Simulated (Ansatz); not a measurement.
Li: relaxation (Ansatz)

Run with:

```bash
ansatz run input.yaml --threads 2 --pin off --max-ram 2560MiB --backend cpu --events-out ev --progress --plain --runs-dir out
```

input.yaml:

```yaml
crystal:
  lattice:
    - [1.56315405, 0.9024858, 7.65023015]
    - [-1.56315405, 0.9024858, 7.65023015]
    - [0.0, -1.80497161, 7.65023015]
  atoms:
    - { symbol: Li, position: [0.0, 0.0, 0.0] }
    - { symbol: Li, position: [0.222, 0.222, 0.222] }
    - { symbol: Li, position: [0.778, 0.778, 0.778] }
  symmetry: { tolerance: 0.0003 }
kpoints:
  mp_grid: { grid: [8, 8, 8], shift: [0, 0, 0] }
magnetization:
  spin_polarized: false
scf:
  occupations: { method: fermi_dirac, width: 0.0293 }
  lower_state_search: "off"
hamiltonian:
  pseudopotentials: { kind: paw }
  xc: r2scan
basis:
  ecutwfc: 500
  fft_grid_basis: typed
relax:
  max_steps: 40
  cell: { p_target: 0.0 }
  f_tol: 0.03
output:
  forces: true
  stress: true
  eigenvalues: true
  bader: true
  populations: true
  elf: true
  write_potential: true
  volumetric_format: npy
  dos:
    e_range: [-12, 8]
    de: 0.05
    projected: { site_lists: { Li: [Li] } }
  write_density: true
checkpoint:
  read: saved_state
```

Origin of the cell: a database entry, scaled a little.

The saved state is a converged single point of the same cell.

Steps («new basis» is an SCF on plane waves selected anew at the same cell):

```
step  ΔF (meV/atom)  max force component (eV/Å)  P (GPa)  volume (Å³)  SCF iterations   step was
   1            0.0                       0.009    -0.33        64.75               5   accepted
   2           -1.0                       0.002    -0.16        63.83               5   accepted
   3           -1.0                       0.048     0.08        62.67               6   accepted
   4           -1.4                       0.004     0.09        62.56               6   accepted
   5           -1.5                       0.000     0.00        63.00               4   accepted
   6           -1.5                       0.000     0.00        63.00               5  new basis
```

The starting structure.

Space group R-3m (No. 166); the run's cell has a = 7.860 Å, b = 7.860 Å, c = 7.860 Å, α = 22.94°, β = 22.94°, γ = 22.94°. Shortest distances: Li–Li 3.12 Å.

After:

Space group R-3m (No. 166); the run's cell has a = 7.624 Å, b = 7.624 Å, c = 7.624 Å, α = 23.72°, β = 23.72°, γ = 23.72°. Shortest distances: Li–Li 3.06 Å.

```xyz
3
Lattice="1.5670 0.9047 7.4060 -1.5670 0.9047 7.4060 0.0000 -1.8094 7.4060" Properties=species:S:1:pos:R:3 pbc="T T T"
Li    0.0000    0.0000    0.0000
Li    0.0000    0.0000    4.9372
Li    0.0000    0.0000   17.2809
```

* Free energy lowered by: 1.5 meV/atom
* Volume change: -2.71 %
* Final pressure: 0.00 GPa
* Relaxation steps listed: 6

Caveats: no moments, though an odd count or open d shells may carry them; the relaxation held the start's symmetry, so the end may be a saddle point.

The run took 97 s on 2 threads of Arm Neoverse V1, on a shared host, peak memory 0.49 GiB, from a saved density.
